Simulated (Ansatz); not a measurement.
**FeSb: do energies and stresses tell the same story?**

Level of theory: Ansatz, DFT PBEsol, scalar-relativistic, plane waves, PAW.

Plane waves to 420 eV, a k mesh through Γ of 12×12×8 on the computed 4-atom cell and Gaussian smearing (0.10 eV); collinear spin from starting moments 1.32 1.32 0 0 μB.

Relaxed cell: P6_3/mmc, a = 3.950 Å, b = 3.950 Å, c = 4.943 Å, α = 90.00°, β = 90.00°, γ = 120.00°, 4 atoms in the primitive cell. Whether it is the stable form of this composition wasn't checked.

Energies at zero smearing and pressures from the stress tensor, at volumes with shape and atoms relaxed:
| V (Å³/atom) | E − E(first) (meV/atom) | P (GPa) |
| --- | --- | --- |
| 14.694 | 0.00 | 24.13 |
| 15.195 | -62.94 | 16.33 |
| 15.696 | -103.39 | 9.79 |
| 16.197 | -124.99 | 4.38 |
| 16.698 | -131.22 | 0.01 |
| 17.199 | -125.21 | -3.49 |
| 17.700 | -109.57 | -6.38 |
| 18.368 | -75.99 | -9.19 |

Question: Check P = −dE/dV between neighbouring volumes, and get the bulk modulus from the pressures alone.

Answer: With 1 eV/Å³ = 160.2 GPa:
```csv
middle V (Å³/atom),−ΔE/ΔV (GPa),mean P (GPa)
14.945,20.129,20.229
15.446,12.938,13.061
15.947,6.909,7.086
16.448,1.991,2.194
16.948,-1.920,-1.738
17.449,-5.004,-4.935
18.034,-8.055,-7.787
```

The two differ by 0.27 GPa at most. The mean of two end pressures misses the average over a step by about ΔV² P″/12, up to 0.12 GPa here; with that taken off 0.20 GPa remains, from the smearing term (the stress is the derivative of the free energy), the finite cutoff, the mesh or the relaxation's tolerance. The largest site moment goes from 0.88 to 1.64 μB along the series, which bends P(V). Around V = 16.698 Å³/atom, the two neighbours give B = −V ΔP/ΔV = 16.698 × 7.86 / 1.002 = 131.1 GPa, against B0 = 131.2 GPa from the Birch–Murnaghan fit of the energies.

Spin-orbit coupling is left out, which matters for the bands of heavy elements. Only parallel moments were tried here.

Only this magnetic start was tried.